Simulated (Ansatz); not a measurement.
As$_{2}$Pt: computed property card

As2Pt:
```
As2Pt
1.0
    5.94334     0.00000     0.00000
    0.00000     5.94334     0.00000
    0.00000     0.00000     5.94334
Pt As
4 8
Direct
  0.00000   0.00000   0.00000
  0.50000   0.00000   0.50000
  0.50000   0.50000   0.00000
  0.00000   0.50000   0.50000
  0.38305   0.38305   0.38305
  0.11695   0.61695   0.88305
  0.88305   0.11695   0.61695
  0.61695   0.88305   0.11695
  0.61695   0.61695   0.61695
  0.88305   0.38305   0.11695
  0.11695   0.88305   0.38305
  0.38305   0.11695   0.88305
```

Space group Pa-3 (No. 205); conventional cell a = b = c = 5.943 Å, α = β = γ = 90.00°.

Method: DFT-LDA in the program Ansatz with PAW potentials. Structure relaxed to zero pressure with the same functional. Other levels are named where they apply.

Cell and energy:

```yaml
volume_per_atom: 17.49 Å³
density: 10.91 g/cm³
Formation energy from the elements (no fitted shifts): -55 kJ/mol of atoms
```

Electronic structure:

```yaml
band_gap: 0.25 eV (indirect)
valence_band_maximum: off the standard path, at k = (0.000, 0.357, 0.378) in fractions of the reciprocal vectors
conduction_band_minimum: at R
smallest_direct_gap_on_the_standard_path: 1.04 eV
hole_effective_mass: 0.12, 0.19, 0.47 mₑ (principal values)
```

Mechanics:

```yaml
Bulk modulus (Birch–Murnaghan fit): 164 GPa
Pressure derivative B′: 5.0
Elastic constants (relaxed ions, GPa): C11 = 342, C12 = 75.2, C44 = 78.0
mechanical_stability: stable (all eigenvalues of C positive)
hill_bulk_and_shear_moduli: 164 and 96.9 GPa
Young's modulus: 243 GPa
Poisson's ratio: 0.25
debye_temperature_from_the_elastic_constants: 380 K
```

Phonons:

```yaml
Highest zone-centre frequency (without LO–TO term): 284 cm⁻¹
zone_centre_stability: no imaginary mode at Γ
dynamical_stability_on_the_path: stable (no imaginary branch)
zero_point_energy: 36.2 meV/atom
Vibrational entropy at 300 K: 29.5 J/(K·mol of atoms)
```

The cell was relaxed with LDA under the symmetry of its start. The run is not spin-polarised. The references are the lowest solids computed at this level, not always the standard phases. Scalar-relativistic: spin–orbit coupling is off unless named, which matters more the heavier the elements.

Potentials: the later of the program's two PAW sets.
